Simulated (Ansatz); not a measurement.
A geometry of SnSe away from equilibrium: step 2 of the relaxation of a relaxed SnSe cell stretched uniformly to 115 % of its volume. Level of theory: PBEsol (plane waves to 420 eV, PAW, scalar-relativistic; Ansatz, a program for electronic structure). Γ-centred k-mesh 2×5×5 on the run's cell (coarser than for final values), Fermi–Dirac smearing 0.05 eV. The plane waves were selected for a different cell earlier on the path.

```xyz
8
Lattice="11.4750 0.0000 0.0000 0.0000 4.1458 0.0000 0.0000 0.0000 4.3471" Properties=species:S:1:pos:R:3 pbc="T T T"
Sn     1.4091     1.0365     0.4506
Sn     4.3284     3.1094     2.6241
Sn    10.0660     3.1094     3.8965
Sn     7.1466     1.0365     1.7229
Se     9.8145     1.0365     2.0860
Se     7.3981     3.1094     4.2595
Se     1.6606     3.1094     2.2611
Se     4.0769     1.0365     0.0876
```

Question: Give the Cartesian forces on all atoms (eV/Å).

Answer: 
```csv
atom,Fx,Fy,Fz
Sn1,-0.38,0.00,-0.20
Sn2,0.38,0.00,-0.20
Sn3,0.38,0.00,0.20
Sn4,-0.38,0.00,0.20
Se5,0.24,0.00,-0.17
Se6,-0.24,0.00,-0.17
Se7,-0.24,0.00,0.17
Se8,0.24,0.00,0.17
```

The path ends in Pnma (No. 62) (AFLOW prototype AB_oP8_62_c_c (B29, as in SnS)). No spin polarisation in the result.

The run could not lose the symmetry of its start.
